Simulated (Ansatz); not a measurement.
**Si: frozen-core PAW against all-electron methods**

```
Si
1.0
    -2.29602    2.41587    1.27500
     2.29602   -2.41587    1.27500
     2.29602    2.41587   -1.27500
Si
2
Direct
  0.80700 0.55700 0.25000
  0.19300 0.44300 0.75000
```

Atoms are numbered in the order listed.

Conventional cell: a = 4.592 Å, b = 4.832 Å, c = 2.550 Å, α = 90.00°, β = 90.00°, γ = 90.00°. Si (atom 1) is surrounded by 8 Si at 2.43 to 2.78 Å.

The cell comes from COD entry 9011656, which wasn't checked; take it as a given geometry. The listed cell was then made from it by scaling, straining or moving an atom.

Methods: DFT, LDA, PAW with Ansatz's default frozen-core files, scalar-relativistic (Ansatz 0.2.0); DFT, LDA, all-electron LAPW, scalar-relativistic (Ansatz 0.2.0).

For PAW: a Γ-centred 16×16×16 k mesh, Fermi–Dirac smearing of 0.05 eV, cutoff 420 eV, no spin polarisation; the PAW files were made with PBE, and the program remakes their frozen cores for this functional. LAPW targets a basis error of 0.5 meV/atom. The Ansatz runs share mesh, smearing and spin set-up. Plane-wave (PAW) pressures include the program's estimate of the Pulay term.

Stress and pressure are positive in compression.

The change that made this cell: equal xx and yy strain of +2 %.

PAW results:

| quantity | PAW |
| --- | --- |
| pressure (GPa) | 4.78 |
| stress xx (GPa) | 4.46 |
| stress yy (GPa) | 4.07 |
| stress zz (GPa) | 5.80 |
| force on Si1, z (eV/Å) | 0.043 |

(1) What does full-potential LAPW give for the same quantities?

Results:

(1) 
| quantity | LAPW |
| --- | --- |
| pressure (GPa) | 4.76 |
| stress xx (GPa) | 4.45 |
| stress yy (GPa) | 4.03 |
| stress zz (GPa) | 5.80 |
| force on Si1, z (eV/Å) | 0.044 |
